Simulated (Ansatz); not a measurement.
BaTiHO2:
```cif
data_HBaO2Ti
_chemical_formula_sum 'Ba1 Ti1 O2 H1'
_space_group_name_H-M_alt 'P 1'
_space_group_IT_number 1
_cell_length_a 3.99408
_cell_length_b 3.99408
_cell_length_c 3.91383
_cell_angle_alpha 90.000
_cell_angle_beta 90.000
_cell_angle_gamma 90.000
loop_
_space_group_symop_operation_xyz
  'x, y, z'
loop_
_atom_site_label
_atom_site_type_symbol
_atom_site_fract_x
_atom_site_fract_y
_atom_site_fract_z
_atom_site_occupancy
Ba1 Ba 0.50000 0.50000 0.50000 1
Ti1 Ti 0.00000 0.00000 0.00000 1
O1 O 0.50000 0.00000 0.00000 1
O2 O 0.00000 0.50000 0.00000 1
H1 H 0.00000 0.00000 0.50000 1
```
Starting moments (μB, in the order of the atoms Ba Ti O O H): 0.0 0.6 0.0 0.0 0.0.

Relaxed with plane-wave PAW PBEsol (Ansatz code). Indices refer to the conventional cell of P4/mmm, a = 3.994 Å, b = 3.994 Å, c = 3.914 Å, α = 90.00°, β = 90.00°, γ = 90.00°.

### Question
Simulate the powder diffraction pattern (Cu Kα, λ = 1.54184 Å; lines above 1 %) up to 2θ = 90°.

### Answer
Simulated powder pattern, Cu Kα, λ = 1.54184 Å (kinematic, ideal powder, no thermal factors, no anomalous dispersion; the 30 strongest lines at most, above 1 %, up to 2θ = 90°):

```csv
2θ (°),d (Å),I/Imax (%),hkl
22.26,3.994,26,(100)
22.72,3.914,4.4,(001)
31.68,2.824,35,(110)
32.02,2.795,100,(101)
39.34,2.290,25,(111)
45.42,1.997,26,(200)
46.40,1.957,12,(002)
51.14,1.786,6.0,(210)
51.36,1.779,2.8,(201)
52.04,1.757,5.7,(102)
56.64,1.625,38,(211)
57.28,1.609,13,(112)
66.18,1.412,7.7,(220)
66.95,1.398,15,(202)
70.77,1.331,1.2,(300)
70.95,1.328,1.3,(221)
71.51,1.319,4.7,(212)
75.23,1.263,6.1,(310)
75.42,1.260,7.9,(301)
76.87,1.240,7.5,(103)
79.79,1.202,5.9,(311)
81.22,1.184,2.8,(113)
84.63,1.145,7.7,(222)
88.20,1.108,1.5,(320)
88.91,1.101,1.5,(302)
```

The start of the workflow was typed in or built on a structure type; neither database checked (COD, Materials Project) lists it. Its standing as an ambient phase is unchecked. The cell was relaxed with PBEsol under the symmetry of its start; its stability against distortions is not shown here. Magnetic state: ferromagnetic, chosen from 4 collinear starts compared on coarse meshes (ties went to the first, and starts can fall back to one state), not a proven ground state. No Hubbard U is applied. Spin–orbit coupling is left out wherever it is not named.

Potentials: the earlier of the program's two PAW sets.
